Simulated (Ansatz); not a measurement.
ScIr:
```
ScIr
1.0
    3.21195     0.00000     0.00000
    0.00000     3.21195     0.00000
    0.00000     0.00000     3.21195
Sc Ir
1 1
Cartesian
  1.60598   1.60598   1.60598
  0.00000   0.00000   0.00000
```

Relaxed with r²SCAN.

### Question
Map the electron localisation function on the plane through (0.500, 0.500, 0.500) spanned by u = [1, 0, 0] and v = [0, 1, 1] in lattice vectors, from DFT-r²SCAN in the program Ansatz with PAW potentials.

### Answer
x is the fraction of u, y of v (the angle between them is 90°; rows are the nearest grid lines); atoms in the plane: Sc at (0.00, 0.00), Ir at (0.50, 0.50).
```
| .#@*.  .  .*@#. |
|.=%@*  ...  *@%=.|
|#%@@=  :::  =@@%#|
|@@@+. .-=-. .+@@@|
|#*=. .-===-. .=*#|
|....:-=====-:....|
| ..:=========:.. |
|:--===+++++===--:|
|+====*#%%%#*====+|
|++=-=#@@@@@#=-=++|
|++--+#@%#%@#+--++|
|+=-:=#%*=*%#=:-=+|
|+=-:=#%*=*%#=:-=+|
|++--+#@%#%@#+--++|
|++=-=#@@@@@#=-=++|
|+====*#%%%#*====+|
|:--===+++++===--:|
| ..:=========:.. |
|....:-=====-:....|
|#*=. .-===-. .=*#|
|@@@+. .-=-. .+@@@|
|#%@@=  :::  =@@%#|
|.=%@*  ...  *@%=.|
| .#@*.  .  .*@#. |
```
Scale: ten equal steps from 0.029 (start of ' ') to 0.756 (end of '@'), in the order ' .:-=+*#%@'; x runs from 0.000 to 1.00, y from 0.000 (bottom) to 1.00 (top).

The density is the valence pseudo-density with augmentation charge, so density and ELF within about 1 Å of a nucleus are not all-electron values.

Space group Pm-3m (CsCl type). The workflow started from an entry of the Crystallography Open Database (COD). Whether it is the stable phase at ambient conditions was not checked. The cell was relaxed with r²SCAN under the symmetry of its start; whether a distortion lowers the energy is not shown. The run is not spin-polarised. Scalar-relativistic: spin–orbit coupling is off unless named, which matters more the heavier the elements.

Potentials: the later of the program's two PAW sets.
